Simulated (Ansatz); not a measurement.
TiAs:
```cif
data_As4Ti4
_chemical_formula_sum 'Ti4 As4'
_space_group_name_H-M_alt 'P63/mmc'
_space_group_IT_number 194
_space_group_name_Hall '-P 6c 2c'
_cell_length_a 3.59762
_cell_length_b 3.59762
_cell_length_c 11.96727
_cell_angle_alpha 90.000
_cell_angle_beta 90.000
_cell_angle_gamma 120.000
loop_
_atom_site_label
_atom_site_type_symbol
_atom_site_symmetry_multiplicity
_atom_site_Wyckoff_symbol
_atom_site_fract_x
_atom_site_fract_y
_atom_site_fract_z
_atom_site_occupancy
Ti1 Ti 4 f 0.33333 0.66667 0.11703 1
As1 As 2 a 0.00000 0.00000 0.00000 1
As2 As 2 d 0.66667 0.33333 0.25000 1
```

This is the PBEsol-relaxed structure.

**Question.** All from plane-wave PAW PBEsol (Ansatz code), unless another level is named. Give the electronic character.

**Answer.** metallic (no gap).

**Question.** Give the formation energy from the elements (no fitted shifts).

**Answer.** -95 kJ/mol-atom.

**Question.** And the density of states at the Fermi level?

**Answer.** 0.40 states/eV per atom (mean over ±0.08 eV).

**Question.** Next, the gap with spin–orbit coupling?

**Answer.** none (metallic).

Space group P6_3/mmc. The workflow started from a Materials Project entry (that database holds measured and hypothetical structures alike); the Crystallography Open Database files this formula in space group No. 194, but the cells were not matched. Whether it is the stable phase at ambient conditions was not checked. The PBEsol relaxation kept the symmetry of its start; its stability against distortions is not shown here. No spin polarisation was allowed. The references are the lowest solids computed at this level, not always the standard phases. Spin–orbit coupling is left out wherever it is not named.

Potentials: the later of the program's two PAW sets.
